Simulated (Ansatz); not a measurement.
A relaxation computed with Ansatz, from input to last step.

```yaml
crystal:
  lattice:
    - [0.0, 5.6033815714, -5.6033815714]
    - [5.6033815714, 5.6033815714, 0.0]
    - [5.6033815714, 0.0, -5.6033815714]
  atoms:
    - { symbol: As, position: [0.4804395904, 0.0065486011, 0.5051866995] }
    - { symbol: Ga, position: [0.5, 0.5, 0.5] }
    - { symbol: Ga, position: [0.0, 0.0, 0.5] }
    - { symbol: Ga, position: [0.0, 0.5, 0.5] }
    - { symbol: Ga, position: [0.5, 0.0, 0.0] }
    - { symbol: Ga, position: [0.5, 0.5, 0.0] }
    - { symbol: Ga, position: [0.0, 0.0, 0.0] }
    - { symbol: Ga, position: [0.0, 0.5, 0.0] }
    - { symbol: As, position: [0.125, 0.125, 0.125] }
    - { symbol: As, position: [0.125, 0.625, 0.125] }
    - { symbol: As, position: [0.6175213845, 0.12518203, 0.1298826171] }
    - { symbol: As, position: [0.625, 0.625, 0.125] }
    - { symbol: As, position: [0.146354604, 0.1117099138, 0.6200789156] }
    - { symbol: As, position: [0.125, 0.625, 0.625] }
    - { symbol: As, position: [0.6286493702, 0.1200632535, 0.6299916463] }
    - { symbol: As, position: [0.6038943555, 0.6397042644, 0.6410466601] }
  host:
    lattice:
      - [0.0, 2.8016907857, 2.8016907857]
      - [2.8016907857, 0.0, 2.8016907857]
      - [2.8016907857, 2.8016907857, 0.0]
    atoms:
      - { symbol: Ga, position: [0.0, 0.0, 0.0] }
      - { symbol: As, position: [0.75, 0.75, 0.75] }
basis:
  ecutwfc: 420
  xc_grid: 2
kpoints:
  mp_grid: { grid: [3, 3, 3], shift: [0.0, 0.0, 0.0] }
hamiltonian:
  xc: lda
scf:
  occupations: { method: gaussian, width: 0.02 }
output:
  forces: true
  stress: false
  eigenvalues: true
  charged_corrections:
    defect_position: [0.5, 0.0, 0.5]
    epsilon: [[15.8256, 0.0, 0.0], [0.0, 15.8256, 0.0], [0.0, 0.0, 15.8256]]
  write_density: true
  write_potential: true
  elf: true
  volumetric_format: npy
relax:
  adjacent_minimum: "off"
  f_tol: 0.025
  max_steps: 45
```

```bash
ansatz run input.yaml --threads 4 --pin off --max-ram 8192MiB --backend cpu --events-out ev --progress --plain --runs-dir out
```

These are results of DFT LDA, scalar-relativistic, plane waves, PAW in Ansatz 0.2.0, not measurements.

The cell holds a point defect: As on a Ga site (a), neutral.

Of 6 frames 5 are shown, positions in Å and forces in eV/Å; the SCF threshold varies from step to step.

```xyz
16
Lattice="0.0000 5.6034 -5.6034 5.6034 5.6034 0.0000 5.6034 0.0000 -5.6034" Properties=species:S:1:pos:R:3:forces:R:3 pbc="T T T" step=1 free_energy_over_end_meV_per_atom=56.58
As    2.8674    2.7288   -5.5228   -1.3273    2.2441   -1.7558
Ga    5.6034    5.6034   -5.6034    0.1692    0.0174   -0.0768
Ga    2.8017    0.0000   -2.8017   -0.2676    0.0275   -0.1194
Ga    5.6034    2.8017   -2.8017    0.2037   -0.1285    0.1190
Ga    0.0000    2.8017   -2.8017    0.0676   -0.2290   -0.0654
Ga    2.8017    5.6034   -2.8017    0.5845   -0.4972   -0.4386
Ga    0.0000    0.0000    0.0000    0.0944   -0.1493    0.0084
Ga    2.8017    2.8017    0.0000   -0.0028    0.0121    0.0087
As    1.4008    1.4008   -1.4008   -0.0069    0.0189    0.0319
As    4.2025    4.2025   -1.4008    0.0733   -0.1089    0.0146
As    1.4292    4.1617   -4.1880   -0.8400    0.8824    0.4413
As    4.2025    7.0042   -4.2025    0.0594   -0.0014   -0.1030
As    4.1005    1.4460   -4.2946    2.6079   -2.3945    2.4796
As    7.0042    4.2025   -4.2025   -0.0486   -0.0488   -0.0377
As    4.2028    4.1953   -7.0526    0.5135    0.4781   -0.1083
As    7.1765    6.9684   -6.9759   -1.8804   -0.1227   -0.3985
16
Lattice="0.0000 5.6034 -5.6034 5.6034 5.6034 0.0000 5.6034 0.0000 -5.6034" Properties=species:S:1:pos:R:3:forces:R:3 pbc="T T T" step=2 free_energy_over_end_meV_per_atom=6.62
As    2.8429    2.7725   -5.5389   -0.3685    0.8524   -0.5532
Ga    5.6203    5.5953   -5.5854    0.0222    0.0195   -0.1214
Ga    2.7744   -0.0175   -2.8043    0.0788    0.0896   -0.0955
Ga    5.6281    2.8221   -2.7948   -0.0775   -0.2002   -0.0770
Ga    0.0022    2.7727   -2.8061    0.0133   -0.0295   -0.0436
Ga    2.8230    5.6050   -2.7972    0.1361   -0.1122   -0.0986
Ga    0.0051   -0.0143   -0.0325   -0.0688    0.0488    0.1276
Ga    2.8104    2.7878   -0.0076    0.0253   -0.0250   -0.0061
As    1.4053    1.3962   -1.4016   -0.0166   -0.0257   -0.0456
As    4.2083    4.1823   -1.4047   -0.0439    0.0923   -0.0265
As    1.3503    4.2469   -4.1432   -0.1127    0.1357    0.1012
As    4.2117    6.9947   -4.2177   -0.0194   -0.0165    0.0874
As    4.2067    1.3782   -4.2030    0.7153   -0.7560    0.6856
As    7.0140    4.1821   -4.2184    0.0243    0.0497    0.0285
As    4.2668    4.2468   -7.0764   -0.0421   -0.0390    0.0741
As    7.0290    6.9714   -7.0189   -0.2659   -0.0840   -0.0370
16
Lattice="0.0000 5.6034 -5.6034 5.6034 5.6034 0.0000 5.6034 0.0000 -5.6034" Properties=species:S:1:pos:R:3:forces:R:3 pbc="T T T" step=3 free_energy_over_end_meV_per_atom=1.29
As    2.8354    2.9539   -5.4550   -0.0665   -0.1307   -0.2588
Ga    5.6410    5.5882   -5.6192    0.0671    0.0401   -0.0530
Ga    2.7866   -0.0442   -2.8392   -0.0274   -0.0053   -0.0520
Ga    5.6389    2.7749   -2.8072    0.0496   -0.0991    0.0318
Ga   -0.0117    2.7384   -2.8170   -0.0455   -0.2034    0.0201
Ga    2.8220    5.6144   -2.7830    0.0661    0.1015    0.1116
Ga   -0.0157   -0.0219   -0.0487   -0.0771    0.0488   -0.1785
Ga    2.8137    2.7577   -0.0361   -0.0091    0.0209    0.0100
As    1.4064    1.3587   -1.4328    0.0443    0.0127    0.0356
As    4.2089    4.1630   -1.4317   -0.0072   -0.0266   -0.0122
As    1.2485    4.3305   -4.0634    0.0945    0.0569    0.0376
As    4.2099    6.9646   -4.2358   -0.0284   -0.0158   -0.0176
As    4.2431    1.3243   -4.1898    0.0977    0.0560    0.2177
As    7.0163    4.1541   -4.2416   -0.0238   -0.0050    0.0223
As    4.2731    4.2286   -7.0972   -0.0492    0.1233    0.1551
As    7.0819    7.0371   -6.9531   -0.0850    0.0258   -0.0697
16
Lattice="0.0000 5.6034 -5.6034 5.6034 5.6034 0.0000 5.6034 0.0000 -5.6034" Properties=species:S:1:pos:R:3:forces:R:3 pbc="T T T" step=4 free_energy_over_end_meV_per_atom=0.70
As    2.8093    2.8416   -5.5378   -0.0074    0.1082    0.1036
Ga    5.6504    5.6149   -5.6193   -0.0165    0.0035    0.0091
Ga    2.7796   -0.0218   -2.8164    0.0262    0.0087    0.0052
Ga    5.6466    2.8023   -2.7948   -0.0220    0.0288   -0.0054
Ga   -0.0292    2.7555   -2.7904    0.0171    0.0671    0.0032
Ga    2.8565    5.5815   -2.8181   -0.0273   -0.0548   -0.0604
Ga   -0.0192   -0.0031   -0.0419    0.0291    0.0083    0.0668
Ga    2.8030    2.7810   -0.0100   -0.0087   -0.0206   -0.0007
As    1.4061    1.3851   -1.4122   -0.0638   -0.0053    0.0041
As    4.2108    4.1634   -1.4088    0.0248    0.0636   -0.0164
As    1.2886    4.2824   -4.1095    0.0441   -0.0045   -0.0134
As    4.2171    6.9836   -4.2363    0.0092    0.0137    0.0484
As    4.2700    1.3393   -4.1324   -0.0646   -0.1013   -0.1517
As    7.0092    4.1865   -4.2259    0.0500    0.0134    0.0145
As    4.2482    4.2552   -7.0449   -0.0183   -0.1381   -0.1068
As    7.0515    6.9746   -7.0521    0.0281    0.0095    0.1000
16
Lattice="0.0000 5.6034 -5.6034 5.6034 5.6034 0.0000 5.6034 0.0000 -5.6034" Properties=species:S:1:pos:R:3:forces:R:3 pbc="T T T" step=6 free_energy_over_end_meV_per_atom=0.00
As    2.8093    2.8873   -5.5087    0.0090    0.0074    0.0029
Ga    5.6373    5.5942   -5.6186   -0.0041   -0.0079   -0.0007
Ga    2.7802   -0.0317   -2.8266    0.0072   -0.0007   -0.0011
Ga    5.6370    2.7808   -2.8064    0.0011   -0.0031   -0.0058
Ga   -0.0126    2.7477   -2.8050    0.0063   -0.0017   -0.0092
Ga    2.8471    5.6101   -2.7900    0.0035    0.0061    0.0041
Ga   -0.0105   -0.0110   -0.0490    0.0039   -0.0037    0.0012
Ga    2.8124    2.7780   -0.0197   -0.0014    0.0044    0.0063
As    1.4120    1.3786   -1.4175   -0.0075   -0.0044   -0.0078
As    4.2171    4.1655   -1.4223   -0.0056    0.0104    0.0071
As    1.2864    4.3147   -4.0839   -0.0098   -0.0105   -0.0061
As    4.2160    6.9789   -4.2345    0.0032    0.0024    0.0102
As    4.2549    1.3238   -4.1644   -0.0130    0.0047   -0.0031
As    7.0101    4.1705   -4.2288    0.0020    0.0021   -0.0059
As    4.2527    4.2337   -7.0726   -0.0093    0.0013    0.0100
As    7.0492    7.0009   -7.0028    0.0144   -0.0070   -0.0020
```

It took 2.4 min on 4 threads of Arm Neoverse V2, with other jobs on the host, peak memory 1.5 GiB.